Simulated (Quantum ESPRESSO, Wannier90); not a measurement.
Wannierisation of ZrPbO₃ (Amm2)

```xyz
5
Lattice="4.1764 0.0000 0.0000 0.0000 2.9807 3.0670 0.0000 -2.9807 3.0670" Properties=species:S:1:pos:R:3 pbc="T T T"
Zr     2.0882     0.0000    -3.0248
Pb     0.0000     0.0000    -0.3372
O      2.0882     1.3976    -1.2416
O      2.0882    -1.3976    -1.2416
O      0.0000     0.0000    -2.6995
```

Structure: Materials Project mp-20337, symmetrised, not relaxed again. COD (Crystallography Open Database) has the formula in 2 space groups, this one among them (matched by group alone). Computed values, not measurements, from PBEsol: Quantum ESPRESSO (norm-conserving PseudoDojo potentials, cutoff 68 Ry, no spin polarisation, no spin-orbit coupling) on a Γ-centred 8×8×8 mesh, then Wannier90. Density: 8×8×8 mesh, cold smearing 0.01 Ry. Spin-orbit coupling is left out although heavy elements are present.

A tight-binding model is made by disentanglement and projection with no localisation steps (num_iter = 0), so the 18 orbitals stay atom-like: hydrogen-like Zr: d; Pb: s;p; O: p, axes along x, y, z; frozen window up to 4.11 eV relative to the valence-band maximum. It follows pw.x to 0.8 meV rms for states up to 3.6 eV relative to the valence-band maximum. Matrix elements depend on this choice of orbitals and windows.

The 45 largest hoppings ⟨m,0|H|n,R⟩ between different sites (one of each Hermitian pair; signs follow the real orbitals' lobes; the list may end inside a set of equal values):

| m | n | R | distance of the centres (Å) | t (eV) |
|---|---|---|---|---|
| O5 px | Zr1 dx2-y2 | 0 0 0 | 2.11 | -2.153 |
| Zr1 dx2-y2 | O5 px | 1 0 0 | 2.11 | 2.153 |
| O4 py | Zr1 dyz | 0 0 1 | 2.06 | -2.078 |
| O3 py | Zr1 dyz | 0 1 0 | 2.06 | -2.078 |
| O5 pz | Pb2 pz | 0 0 0 | 2.66 | 1.814 |
| O5 pz | Pb2 s | 0 0 0 | 2.35 | -1.690 |
| O3 pz | Zr1 dyz | 0 0 0 | 2.21 | 1.634 |
| O4 pz | Zr1 dyz | 0 0 0 | 2.21 | -1.634 |
| O4 pz | Zr1 dx2-y2 | 0 0 1 | 2.05 | 1.508 |
| O3 pz | Zr1 dx2-y2 | 0 1 0 | 2.05 | 1.508 |
| O5 py | Zr1 dxy | 0 0 0 | 2.11 | 1.304 |
| Zr1 dxy | O5 py | 1 0 0 | 2.11 | -1.304 |
| O4 pz | Zr1 dyz | 0 0 1 | 2.08 | 1.198 |
| O3 pz | Zr1 dyz | 0 1 0 | 2.08 | -1.198 |
| O3 py | Zr1 dz2 | 0 0 0 | 2.29 | 1.193 |
| O4 py | Zr1 dz2 | 0 0 0 | 2.29 | -1.193 |
| O4 px | Zr1 dxy | 0 0 1 | 2.04 | -1.170 |
| O3 px | Zr1 dxy | 0 1 0 | 2.04 | 1.170 |
| O5 px | Zr1 dz2 | 0 0 0 | 2.12 | 1.141 |
| Zr1 dz2 | O5 px | 1 0 0 | 2.12 | -1.141 |
| O5 pz | Zr1 dxz | 0 0 0 | 2.11 | 1.127 |
| Zr1 dxz | O5 pz | 1 0 0 | 2.11 | -1.127 |
| O4 py | Zr1 dz2 | 0 0 1 | 2.01 | 1.072 |
| O3 py | Zr1 dz2 | 0 1 0 | 2.01 | -1.072 |
| O4 px | Zr1 dxz | 0 0 1 | 2.02 | 1.000 |
| O3 px | Zr1 dxz | 0 1 0 | 2.02 | 1.000 |
| O3 py | Zr1 dyz | 0 0 0 | 2.23 | 0.953 |
| O4 py | Zr1 dyz | 0 0 0 | 2.23 | 0.953 |
| O3 pz | Zr1 dx2-y2 | 0 0 0 | 2.26 | -0.903 |
| O4 pz | Zr1 dx2-y2 | 0 0 0 | 2.26 | -0.903 |
| O3 px | Pb2 s | 0 0 0 | 2.66 | 0.845 |
| O4 px | Pb2 s | 0 0 0 | 2.66 | 0.845 |
| O3 px | Pb2 s | 1 0 0 | 2.66 | -0.845 |
| O4 px | Pb2 s | 1 0 0 | 2.66 | -0.845 |
| O4 pz | Zr1 dz2 | 0 0 1 | 2.03 | 0.835 |
| O3 pz | Zr1 dz2 | 0 1 0 | 2.03 | 0.835 |
| O5 px | Zr1 dxz | 0 0 0 | 2.12 | 0.817 |
| Zr1 dxz | O5 px | 1 0 0 | 2.12 | 0.817 |
| Pb2 py | O5 py | 0 0 1 | 3.06 | 0.744 |
| Pb2 py | O5 py | 0 1 0 | 3.06 | 0.744 |
| O3 px | Pb2 px | 0 0 0 | 2.70 | 0.717 |
| O4 px | Pb2 px | 0 0 0 | 2.70 | 0.717 |
| O3 px | Pb2 px | 1 0 0 | 2.70 | 0.717 |
| O4 px | Pb2 px | 1 0 0 | 2.70 | 0.717 |
| O3 px | Zr1 dxz | 0 0 0 | 2.29 | -0.709 |
